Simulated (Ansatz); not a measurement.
Rocksalt PbS, relaxed with r2SCAN, was run in the PAW code Ansatz under altered settings. All numbers are computed, without spin polarisation but where a row says otherwise.

```
CELL_PARAMETERS angstrom
0.00000 2.98723 2.98723
2.98723 0.00000 2.98723
2.98723 2.98723 0.00000
ATOMIC_POSITIONS crystal
Pb 0.00000 0.00000 0.00000
S 0.50000 0.50000 0.50000
```

The base run's other keys:
```yaml
kpoints:
  mp_grid: { grid: [4, 4, 4] }
hamiltonian:
  xc: hse06
scf:
  occupations: { method: fixed }
  n_extra_bands: 4
```

It takes 12 iterations with 1037 plane waves at 420 eV and 8 k points, and leaves a mean stress of -0.06 GPa. The gap over this mesh is 0.884 eV. It ran on 4 threads of Arm Neoverse N1, on a shared host.

Outcomes, with energy and stress as changes against the base:
```tsv
setting	outcome	ΔF (meV/atom)	Δ mean stress (GPa)	gap on the mesh (eV)	iterations	wall time
PBE hybrid, exx coeff 0.5, unscreened	converged	–	-0.9	2.659	15	10 s
PBE hybrid, exx coeff 0.75, omega 0.2078 1/Å	converged	–	-1.7	1.953	18	11 s
PBE hybrid, exx coeff 0.1, omega 0.5 1/Å	converged	–	+0.8	0.493	11	8.7 s
PBE hybrid, exx coeff 1.0, omega 0.5 1/Å	converged	–	-1.6	1.079	20	12 s
scf.occupations: gaussian 0.2	converged	0.0	0.0	0.884	14	9.4 s
```
A dash marks a value that wasn't obtained or can't be compared. Stress is positive in compression. The base took 9.5 s.

- PBE hybrid, exx coeff 0.5, unscreened. That is 50 % exact exchange, at all ranges, against HSE06's 25 % screened at 0.208 1/Å. The mean stress moves by -0.9 GPa and the gap on the mesh by +1.775 eV (to 2.659). Totals of different functionals aren't comparable.
- PBE hybrid, exx coeff 0.75, omega 0.2078 1/Å. That is 75 % exact exchange, screened with ω = 0.2078 1/Å, against HSE06's 25 % screened at 0.208 1/Å. The mean stress moves by -1.7 GPa and the gap on the mesh by +1.069 eV (to 1.953). Totals of different functionals aren't comparable.
- PBE hybrid, exx coeff 0.1, omega 0.5 1/Å. That is 10 % exact exchange, screened with ω = 0.5 1/Å, against HSE06's 25 % screened at 0.208 1/Å. The mean stress moves by +0.8 GPa and the gap on the mesh by -0.390 eV (to 0.493). Totals of different functionals aren't comparable.
- PBE hybrid, exx coeff 1.0, omega 0.5 1/Å. That is 100 % exact exchange, screened with ω = 0.5 1/Å, against HSE06's 25 % screened at 0.208 1/Å. The mean stress moves by -1.6 GPa and the gap on the mesh by +0.195 eV (to 1.079). Totals of different functionals aren't comparable.

Within 1 meV an atom, 0.1 GPa and 0.005 eV of the base stay: scf.occupations: gaussian 0.2.

Spin-orbit coupling is left out; in compounds of Pb, Bi, Tl or Hg it can lower a gap by up to about 1 eV, split its edges or invert the bands.

The stress of a hybrid is loosely converged in these runs.

The meshes of the hybrids are coarse, so their gaps aren't converged to the digits shown.
